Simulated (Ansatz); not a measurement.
NMR crystallography of KBr with sulfur replacing Br: given against relaxed positions

Start: a supercell of KBr (rock salt type, Fm-3m) built from a structure deposited in the COD, with all atoms left at the host's positions.

Space group Fm-3m (No. 225); a = 19.8000 Å.

| site | Wyckoff | site symmetry | x | y | z |
| --- | --- | --- | --- | --- | --- |
| K1 | 32f | .3m | 0.3333 | 0.8333 | 0.8333 |
| K2 | 24e | 4m.m | 0.5000 | 0.0000 | 0.8333 |
| K6 | 48h | m.m2 | 0.8333 | 0.1667 | 0.0000 |
| K27 | 4a | m-3m | 0.0000 | 0.5000 | 0.5000 |
| S | 4b | m-3m | 0.5000 | 0.0000 | 0.0000 |
| Br29 | 48i | m.m2 | 0.6667 | 0.1667 | 0.0000 |
| Br32 | 32f | .3m | 0.8333 | 0.1667 | 0.1667 |
| Br42 | 24e | 4m.m | 0.0000 | 0.5000 | 0.3333 |

One atom of each set is listed; the run and its k-mesh use a cell of 54 atoms with edges of 14.00, 14.00, 14.00 Å.

Level of theory: DFT, PBE, plane waves and PAW, scalar-relativistic, 420 eV cutoff, Γ-centred 2×2×2 k-points, Fermi–Dirac smearing 0.01 eV, cell charge -1 (Ansatz 0.2.0).

The largest force at the start is 0.59 eV/Å. Relaxing the ions at fixed cell moves them by 0.244 Å at most (atom 2, K) and 0.088 Å rms.

```tsv
site	moved (Å)	first shell before	first shell after	V_zz before (10²¹ V/m²)	η before
K1	0.028	6 Br at 3.30 Å	6 Br at 3.28–3.31 Å	-0.039	0.00
K2	0.244	5 Br at 3.30 Å, 1 S at 3.30 Å	1 S at 3.06 Å, 5 Br at 3.35–3.51 Å	-1.24	0.00
K6	0.007	6 Br at 3.30 Å	6 Br at 3.26–3.30 Å	0.15	0.21
S	0.000	6 K at 3.30 Å	6 K at 3.06 Å	0.00	–
Br29	0.058	6 K at 3.30 Å	6 K at 3.26–3.35 Å	-2.01	0.11
Br32	0.008	6 K at 3.30 Å	6 K at 3.30–3.31 Å	0.45	0.00
Br42	0.035	6 K at 3.30 Å	6 K at 3.30–3.51 Å	-0.70	0.00
```

Question: What are V_zz and η after the relaxation?

Answer: 

```tsv
site	V_zz after	η after	change of V_zz
K1	0.079	0.00	+0.12
K2	-1.73	0.00	-0.49
K6	0.23	0.17	+0.08
S	0.00	–	0.00
Br29	0.86	0.31	–
Br32	0.25	0.00	-0.20
Br42	-0.070	0.00	+0.63
```

The largest change of V_zz along a kept axis is on Br42, from -0.70 to -0.070. The whole tensor moves most on Br29, by 1.44 along its most changed direction. In per cent, |V_zz| changes by +39 on K, -90 on Br (all sites that start above 0.5, bar those whose gradient vanishes or changes sign or whose main axis turns by over 40°). On K6 V_xx and V_yy change places (or their axes turn by over 50°), so the two values of η hide a larger change. V_zz changes sign on K1 (same axis). On Br29 the largest principal value lies along another axis in the second run, so the two V_zz can't be compared directly. Other sites without a gradient aren't listed.

The defect repeats with the cell of 54 atoms, so it feels its images: sites between two images don't show the values beside a lone defect, and zeros or small values of η there can come from the images' arrangement. A uniform background compensates the cell's charge.
Before: The neighbours have not yet relaxed around the defect (largest force 0.59 eV/Å), so a real crystal will differ.
After: The relaxation keeps the site symmetry m-3m of the start, so the impurity can't leave its site; a start off the site could end lower.
